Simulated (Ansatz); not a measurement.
BN:
```cif
data_B4N4
_chemical_formula_sum 'B4 N4'
_space_group_name_H-M_alt 'P63/mmc'
_space_group_IT_number 194
_space_group_name_Hall '-P 6c 2c'
_cell_length_a 2.50607
_cell_length_b 2.50607
_cell_length_c 13.76567
_cell_angle_alpha 90.000
_cell_angle_beta 90.000
_cell_angle_gamma 120.000
loop_
_atom_site_label
_atom_site_type_symbol
_atom_site_symmetry_multiplicity
_atom_site_Wyckoff_symbol
_atom_site_fract_x
_atom_site_fract_y
_atom_site_fract_z
_atom_site_occupancy
B1 B 4 f 0.33333 0.66667 0.12031 1
N1 N 4 f 0.66667 0.33333 0.12040 1
```

Relaxed with PBE+D3(BJ). DFT-PBE+D3(BJ) in the program Ansatz with PAW potentials gives a gap of 3.86 eV.

**Question.** What gap does HSE06 give on the same cell (Ansatz, PAW)?

**Answer.** 5.11 eV, 1.25 eV more. The hybrid was solved on a coarser mesh and at special points; its gap is the smallest among all of these.

```
k  v1 PBE+D3(BJ)  c1 PBE+D3(BJ)  v1 HSE06  c1 HSE06
-  -------------  -------------  --------  --------
Γ          -1.49           4.87         ?         ?
A          -1.49           5.49     -1.76      6.66
K          -0.03           4.14         ?         ?
H          -0.04           4.14         ?         ?
M          -0.61           3.86     -0.67      5.11
L          -0.76           4.07         ?         ?
```

**Question.** Top valence (v1) and lowest conduction level (c1) in eV from each method's valence maximum (which need not be a listed point): supply the withheld HSE06 values.

**Answer.** 
- L, v1 HSE06: -0.83
- L, c1 HSE06: 5.34
- K, v1 HSE06: -0.03
- K, c1 HSE06: 5.49
- Γ, v1 HSE06: -1.76
- Γ, c1 HSE06: 5.99
- H, v1 HSE06: -0.04
- H, c1 HSE06: 5.49

Cost on shared cores: the PBE+D3(BJ) run (SCF on a 13×13×2 mesh, then bands and DOS) roughly 30 core-seconds, the HSE06 run (SCF on 7×7×2, then a few points) very roughly 2.7 core-minutes; the tasks are unlike.

Space group P6_3/mmc. The cell is a constructed one: a structure type filled with these elements. Its sites differ from those of the usual phase in this space group: another stacking or structure type. Symmetry was held in the PBE+D3(BJ) relaxation; phonons on a q-mesh show weakly imaginary modes. The volume moved by 57 % from the start of the relaxation.

Potentials: the later of the program's two PAW sets.
